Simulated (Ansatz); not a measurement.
Re in space group P-6m2 (No. 187; Re on 2g, Re on 2h, Re on 1a, Re on 1f) at seven volumes, PBE (plane waves, PAW; program Ansatz), shape and atoms relaxed at each. One row is withheld.

```csv
V (Å³/atom),P (GPa)
13.603,?
14.051,25.83
14.499,11.87
14.948,0.00
15.396,-10.08
15.845,-18.62
16.293,-25.85
```

Fit the shown pressures and predict the withheld one.

Third-order Birch–Murnaghan: P = (3/2)B₀(x^(7/2) − x^(5/2))[1 + (3/4)(B′ − 4)(x − 1)] with x = (V₀/V)^(2/3). Least squares on the six rows gives V₀ = 14.948 Å³/atom, B₀ = 363.6 GPa, B′ = 4.47. At V = 13.603, x = 1.0649 and P = 42.35 GPa. The run itself gave 42.25 GPa.

The start of the workflow was typed in or built on a structure type; neither database checked (COD, Materials Project) lists it. It is not the phase usual at ambient conditions (space group No. 194). The cell was relaxed with PBE under the symmetry of its start; its stability against distortions is not shown here. The run is not spin-polarised. Scalar-relativistic: spin–orbit coupling is off unless named, which matters more the heavier the elements.

Potentials: the later of the program's two PAW sets.
